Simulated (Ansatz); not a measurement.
ScTaN2 in space group P6_3/mmc (No. 194; Sc on 2a, Ta on 2c, N on 4f) under volume change, plane-wave PAW r²SCAN (Ansatz code), shape and atoms relaxed at each volume.

```tsv
V (Å³/atom)	E − E(relaxed) (meV/atom)	P (GPa)
9.755	93.0	33.52
10.077	39.1	20.55
10.398	9.3	9.47
10.720	0.0	0.00
11.041	8.3	-8.10
11.363	?	?
11.684	?	?
```

Some entries are withheld; supply them.


- 11.363, E − E(relaxed) (meV/atom): 31.7
- 11.363, P (GPa): -15.02
- 11.684, E − E(relaxed) (meV/atom): 68.0
- 11.684, P (GPa): -20.93

What does a third-order Birch–Murnaghan fit give for V₀, B₀ and B′?

V₀ = 10.72 Å³/atom, B₀ = 291 GPa, B′ = 4.2.

The workflow started from a Materials Project entry (that database holds measured and hypothetical structures alike); the Crystallography Open Database copy checked does not list it. Its standing as an ambient phase is unchecked. The cell was relaxed with r²SCAN under the symmetry of its start; its stability against distortions is not shown here. No spin polarisation was allowed. Spin–orbit coupling is left out wherever it is not named.

Potentials: the later of the program's two PAW sets.
